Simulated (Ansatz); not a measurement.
Si₂W:
```
CELL_PARAMETERS angstrom
      4.57970     0.00000     0.00000
     -2.28985     3.96614     0.00000
      0.00000     0.00000     6.60884
ATOMIC_POSITIONS crystal
  Si 0.83643 0.67285 0.50000
  Si 0.16357 0.83643 0.83333
  Si 0.32715 0.16357 0.16667
  Si 0.16357 0.32715 0.50000
  Si 0.83643 0.16357 0.83333
  Si 0.67285 0.83643 0.16667
  W  0.00000 0.50000 0.16667
  W  0.50000 0.00000 0.50000
  W  0.50000 0.50000 0.83333
```

This is the r²SCAN-relaxed structure.

All from r²SCAN (plane waves, PAW; program Ansatz), unless another level is named. Give the HSE06 gap on the r²SCAN cell.

0.44 eV.

Next, the formation energy from the elements (no fitted shifts)?

-0.24 eV/atom.

Give the gap with spin–orbit coupling.

0.10 eV (the band order may be inverted).

Give the hole effective mass.

0.38, 0.45, 0.57 mₑ (principal values).

Predict the electron effective mass.

0.32, 0.32, 0.46 mₑ (principal values).

Next, the valence-band maximum?

at L.

Space group P6_222. The workflow started from a Materials Project entry (that database holds measured and hypothetical structures alike); the Crystallography Open Database copy checked does not list it. It is not the phase usual at ambient conditions (space group No. 139). The r²SCAN relaxation kept the symmetry of its start; phonons on a q-mesh show no instability. The run is not spin-polarised. The references are the lowest solids computed at this level, not always the standard phases. Spin–orbit coupling is left out wherever it is not named.

Potentials: the later of the program's two PAW sets.
